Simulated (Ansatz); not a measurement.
Here is the system:

TiC (rock salt)

```
TiC
1.0
    0.00000     4.32781     4.32781
    2.16390     0.00000     2.16390
    2.16390     2.16390     0.00000
C Ti
2 2
Direct
  0.00000   0.00000   0.00000
  0.50000   0.00000   0.00000
  0.25000   0.50000   0.50000
  0.75000   0.50000   0.50000
```

The atoms are displaced by Q × the pattern below (from a DFPT mode at L = (0.5, 0.0, 0.0), largest move 1; Q in Å), at fixed cell. It is one choice among 2 degenerate patterns. (q is in reciprocal vectors of the primitive cell; the cell shown is doubled to hold the pattern.)

```csv
atom,x,y,z
C1,-0.285,0.520,-0.805
C2,0.285,-0.520,0.805
```

Atoms not listed stay in place.

These are r2SCAN (plane waves to 500 eV, PAW, scalar-relativistic; Ansatz, a first-principles code) values and carry that method's errors. k mesh 9×18×18 (Γ-centred), Fermi-Dirac smearing 0.05 eV. E stands for the smeared free energy. With partly filled bands, energies and forces of such displacements shift with the k mesh and the smearing. TiC is run without spin polarisation. TiC was relaxed with its symmetry unable to fall. The zero of ΔE is the undisplaced structure.

The scan covers Q from -0.100 to 0.100 Å in 13 points.

Question: Which space group does the distorted structure have?

Answer: P-1 (No. 2), lowered from Fm-3m.

Question: What is the energy change at Q = 0.100 Å?

Answer: 147 meV/cell.

Question: What harmonic wavenumber does the curvature at Q = 0 give?

Answer: 578 cm⁻¹.

(A displaced cell: forces are minus the slopes of the energy, force constants its curvatures, and phonons follow from these.)
